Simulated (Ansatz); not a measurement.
Input file for Ansatz (a quantum-chemistry and plane-wave program):

Ansatz 0.2 input:
```yaml
crystal:
  lattice:
    - [0.0, 2.5222551879, 2.5222551879]
    - [2.5222551879, 0.0, 2.5222551879]
    - [2.5222551879, 2.5222551879, 0.0]
  atoms:
    - { symbol: Hf, position: [0.0, 0.0, 0.0] }
    - { symbol: O, position: [0.75, 0.75, 0.75] }
    - { symbol: O, position: [0.25, 0.25, 0.25] }
kpoints:
  mp_grid: { grid: [9, 9, 9] }
hamiltonian:
  xc: pbesol
  pseudopotentials: { azcp: { folder: ./paw }, kind: paw }
scf:
  occupations: { method: fixed }
elastic: { mode: relaxed_ion, stencil: two_point, amplitude: 0.005, f_tol: 0.0005 }
```

Output (shortened):

```
Pseudopotential: Hf, paw, valence charge 26
Pseudopotential: O, paw, valence charge 6
Functional definition: PBEsol
Crystal: 3 atoms, lattice volume = 32.092 Å³
Basis set: ecut = 420 eV, 609 PW (Γ), exchange–correlation on 48×48×48 points (8 copies of the dense FFT grid, shifted against one another)
Bands: 23, of which v1, the nominal top of the filled ones, is band 19 counted from 1 (18 counted from 0)
Symmetry: 48 space group operations
Space group: Fm-3m (ITA 225), of the structure as read, at distance tolerance 3.2e-5 Å
k-points: 35 of 729
SCF 1 converged in 11 iterations: F = -16725.850627 eV  dr2 = 8.25e-15
Crystal: 3 atoms, lattice volume = 31.932 Å³
Symmetry: 16 space group operations
k-points: 75 of 729
SCF 2 converged in 9 iterations: F = -16725.849197 eV  dr2 = 5.69e-15
Crystal: 3 atoms, lattice volume = 32.252 Å³
SCF 3 converged in 7 iterations: F = -16725.849160 eV  dr2 = 3.71e-14
Crystal: 3 atoms, lattice volume = 32.092 Å³
Symmetry: 8 space group operations
k-points: 125 of 729
SCF 4 converged in 11 iterations: F = -16725.850367 eV  dr2 = 1.09e-15
relax step   1: F+E_penalty+E_count = -16725.85036668 eV  Δ(F+E_penalty+E_count) = +0.000e0 eV  max|allowed force component| = 3.947e-2 eV/Å  Δτ_max = 0.0000 Å  (11 SCF iters, accepted)
Crystal: 3 atoms, lattice volume = 32.092 Å³
SCF 5 converged in 8 iterations: F = -16725.850445 eV  dr2 = 1.39e-14
relax step   2: F+E_penalty+E_count = -16725.85044514 eV  Δ(F+E_penalty+E_count) = -7.846e-5 eV  max|allowed force component| = 1.770e-3 eV/Å  Δτ_max = 0.0021 Å  (8 SCF iters, accepted)
Crystal: 3 atoms, lattice volume = 32.092 Å³
SCF 6 converged in 7 iterations: F = -16725.850445 eV  dr2 = 1.09e-14
relax step   3: F+E_penalty+E_count = -16725.85044530 eV  Δ(F+E_penalty+E_count) = -1.581e-7 eV  max|allowed force component| = 5.321e-8 eV/Å  Δτ_max = 0.0001 Å  (7 SCF iters, accepted)
Crystal: 3 atoms, lattice volume = 32.092 Å³
SCF 7 converged in 10 iterations: F = -16725.850445 eV  dr2 = 2.35e-18
Crystal: 3 atoms, lattice volume = 32.092 Å³
SCF 8 converged in 11 iterations: F = -16725.850367 eV  dr2 = 9.74e-16
relax step   1: F+E_penalty+E_count = -16725.85036668 eV  Δ(F+E_penalty+E_count) = +0.000e0 eV  max|allowed force component| = 3.947e-2 eV/Å  Δτ_max = 0.0000 Å  (11 SCF iters, accepted)
Crystal: 3 atoms, lattice volume = 32.092 Å³
SCF 9 converged in 8 iterations: F = -16725.850445 eV  dr2 = 1.57e-14
relax step   2: F+E_penalty+E_count = -16725.85044530 eV  Δ(F+E_penalty+E_count) = -7.862e-5 eV  max|allowed force component| = 1.194e-6 eV/Å  Δτ_max = 0.0020 Å  (8 SCF iters, accepted)
Crystal: 3 atoms, lattice volume = 32.092 Å³
SCF 10 converged in 10 iterations: F = -16725.850445 eV  dr2 = 8.69e-18
SCF converged after 11 iterations
Free energy (F): -16725.850627 eV
Harris-Foulkes:  -16725.850627 eV  (|F-HF|=0.00e0)
Internal energy: -16725.850627 eV  (E = F + TS)
E sigma→0 (E₀):  -16725.850627 eV
Fermi energy:    14.915015 eV
--- Per-component energies (eV) ---
  E_band       = 13.590034
  E_kinetic    = 742.638472
  E_local      = -6935.923821  (includes V_loc(G=0)·N_el)
  E_nonlocal   = 176.431082
  E_hartree    = 3309.388392
  E_xc         = -406.039626
  E_vxc        = -436.287081  (∫ρ·V_xc dr)
  E_paw        = -7892.721150  (= ΣΔE_a)
  E_vpaw       = -152.047121  (= ΣTr[D̂ρ^β])
  E_aug_tail   = 0.001713  (compensation charges beyond the density's cutoff)
  E_ewald      = -5720.947320
  E_core_change = 1.321632  (= ΣΔE_core)
  E_smearing   =  0.000000  (= −TS)
  E_closure    =  0.000000  (closes the sum)
  Σ components = -16725.850627   (vs F -16725.850627, Δ=0.00e0)
--- Forces (eV/Å), atoms counted from 1 ---
  atom   1  Hf     0.00000000     0.00000000     0.00000000
  atom   2  O      0.00000000     0.00000000     0.00000000
  atom   3  O      0.00000000     0.00000000     0.00000000
  max |Σ_I F_I| component: 4.63e-18 eV/Å
--- Stress (GPa, compression-positive) ---
        0.000625       0.000000       0.000000
        0.000000       0.000625       0.000000
        0.000000       0.000000       0.000625
  P = ⅓ Tr σ = 0.0006 GPa (0.006 kbar)
--- Band table (eV; the first three rows and the last of 35) ---
  k-point 0: bands = ["-45.9756", "-14.5034", "-14.5034", "-14.5034", "-3.8635", "-0.8738", "4.1532", "4.1532", "4.1532", "4.2240", "4.2240", "4.2240", "4.4472", "9.4160", "9.4160", "9.4160", "14.3343", "14.3343", "14.3343", "18.7760", "18.7760", "20.6746", "25.5706"]
  k-point 1: bands = ["-45.9738", "-14.5643", "-14.5100", "-14.5100", "-3.6887", "-0.9959", "4.1560", "4.1560", "4.1563", "4.2188", "4.2188", "4.2241", "4.4050", "9.5427", "9.5427", "9.7791", "13.9515", "14.0887", "14.0887", "19.0268", "19.0268", "21.1780", "24.9545"]
  k-point 2: bands = ["-45.9691", "-14.7131", "-14.5266", "-14.5266", "-3.2537", "-1.2648", "4.1623", "4.1623", "4.1666", "4.2078", "4.2078", "4.2244", "4.3249", "9.8663", "9.8663", "10.6529", "13.1391", "13.6054", "13.6054", "19.4584", "19.4584", "21.9081", "24.2259"]
  k-point 34: bands = ["-45.9550", "-14.8666", "-14.7928", "-14.6354", "-1.8509", "-1.8265", "4.1763", "4.1844", "4.1848", "4.1887", "4.1937", "4.2109", "4.2186", "9.4445", "9.9007", "12.0326", "12.4628", "13.5620", "14.6019", "19.6539", "20.1049", "22.1298", "22.3008"]
--- Elastic constants: 2 strain directions × 2 members + reference (group order 48) ---
  dense FFT box of the reference and of every strained cell: 24×24×24
  strains applied: 11, 23; error gains: componentwise 1.00 (the most a stress slope's error grows in a printed constant), spectral 1.73 (1 for all six strains …
  C = ∂σ_k/∂η_j (tension-positive GPa; Voigt order 11 22 33 23 13 12):
       576.081    109.018    109.018      0.000      0.000      0.000
       109.018    576.081    109.018      0.000      0.000      0.000
       109.018    109.018    576.081      0.000      0.000      0.000
         0.000      0.000      0.000     69.758      0.000      0.000
         0.000      0.000      0.000      0.000     69.758      0.000
         0.000      0.000      0.000      0.000      0.000     69.758
  reference stress σ⁰ (GPa):     -0.001     -0.001     -0.001      0.000      0.000      0.000
  moduli (Voigt/Reuss/Hill, GPa): K = 264.71/264.71/264.71   G = 135.27/96.96/116.11   E = 303.90   ν = 0.309
  mechanically stable: yes (min eigenvalue of sym C = 69.76 GPa)
  strain η (Voigt 11):  stress-route row diagonal C_11 = 576.08 GPa, energy-path curvature d²(F+E_count+ΔE)/dδ²/Ω₀ = 576.51 GPa
         δ    σ_11 (GPa)             F (eV)   n_scf  n_hpsi   n_pw
    -5.000e-3      -2.9116      -16725.8491966       9   37705    636   relax 0 steps, max|allowed force component| 1.39e-17 eV/Å
     5.000e-3       2.8492      -16725.8491596       7   34124    639   relax 0 steps, max|allowed force component| 6.94e-18 eV/Å
  strain η (Voigt 23):  stress-route row diagonal C_44 = 69.76 GPa, energy-path curvature d²(F+E_count+ΔE)/dδ²/Ω₀ = 70.20 GPa
         δ    σ_23 (GPa)             F (eV)   n_scf  n_hpsi   n_pw
    -5.000e-3      -0.3488      -16725.8504453      10   54308    638   relax 3 steps, max|allowed force component| 5.32e-8 eV/Å
     5.000e-3       0.3488      -16725.8504453      10   54187    638   relax 2 steps, max|allowed force component| 1.19e-6 eV/Å
```

Cost: very roughly 15 core-seconds on shared cores.

This is a known high-temperature phase of the composition, computed here at zero pressure and temperature. The cell was relaxed with PBEsol under the symmetry of its start; whether a distortion lowers the energy is not shown. The run is not spin-polarised. Spin–orbit coupling is left out wherever it is not named.

Potentials: the earlier of the program's two PAW sets. The files were generated under PBE; for other functionals the program regenerates the frozen cores, and for LDA and PBEsol the local potential too.

Ansatz is a plane-wave DFT program.
